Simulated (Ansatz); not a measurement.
Given:

Bi2Pd:
```xyz
6
Lattice="0.0017 5.6464 0.0000 4.2593 0.0000 0.0000 -2.1240 -1.4284 -6.1920" Properties=species:S:1:pos:R:3 pbc="T T T"
Bi     2.1345     2.8886    -4.2503
Bi     0.0025     1.3294    -1.9418
Bi     0.0036    -0.0476    -5.2842
Bi     2.1333     4.2656    -0.9078
Pd     2.1324     0.1627    -3.4196
Pd     0.0045     4.0553    -2.7724
```

This is the PBEsol-relaxed structure.

Q: All from plane-wave PAW PBEsol (Ansatz code), unless another level is named. Estimate the formation energy from the elements (no fitted shifts).

A: -0.27 eV/atom.

Q: What about the density of states at the Fermi level?

A: 0.35 states/eV per atom (mean over ±0.08 eV).

Space group C2/m. The workflow started from a Materials Project entry (that database holds measured and hypothetical structures alike); the Crystallography Open Database files this formula in space group No. 12, but the cells were not matched. Its standing as an ambient phase is unchecked. The cell was relaxed with PBEsol under the symmetry of its start; its stability against distortions is not shown here. No spin polarisation was allowed. The references are the lowest solids computed at this level, not always the standard phases. Scalar-relativistic: spin–orbit coupling is off unless named, which matters more the heavier the elements.

Potentials: the later of the program's two PAW sets.
